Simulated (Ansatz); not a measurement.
TiS2 in space group P6_3/mmc (No. 194; Ti on 2c, S on 4f) at seven volumes, the program Ansatz at the LDA level (PAW), shape and atoms relaxed at each. One row is withheld.

```json
[
 {"V (Å³/atom)": "16.048", "P (GPa)": "6.76"},
 {"V (Å³/atom)": "16.577", "P (GPa)": "3.88"},
 {"V (Å³/atom)": "17.106", "P (GPa)": "1.65"},
 {"V (Å³/atom)": "17.635", "P (GPa)": "0.00"},
 {"V (Å³/atom)": "18.164", "P (GPa)": "?"},
 {"V (Å³/atom)": "18.693", "P (GPa)": "-1.59"},
 {"V (Å³/atom)": "19.222", "P (GPa)": "-1.91"}
]
```

Fit the shown pressures and predict the withheld one.

P = (3/2)B₀(x^(7/2) − x^(5/2))[1 + (3/4)(B′ − 4)(x − 1)] with x = (V₀/V)^(2/3). Least squares on the six rows gives V₀ = 17.670 Å³/atom, B₀ = 41.2 GPa, B′ = 12.35. At V = 18.164, x = 0.9818 and P = -0.95 GPa. The run itself gave -0.90 GPa.

The workflow started from a Materials Project entry (that database holds measured and hypothetical structures alike); the Crystallography Open Database copy checked does not list it. It is not the phase usual at ambient conditions (space group No. 164). The cell was relaxed with LDA under the symmetry of its start; whether a distortion lowers the energy is not shown. No spin polarisation was allowed. A crystal of weakly bound layers computed without a dispersion correction: the cell and the soft elastic constants depend strongly on that.

Potentials: the later of the program's two PAW sets.
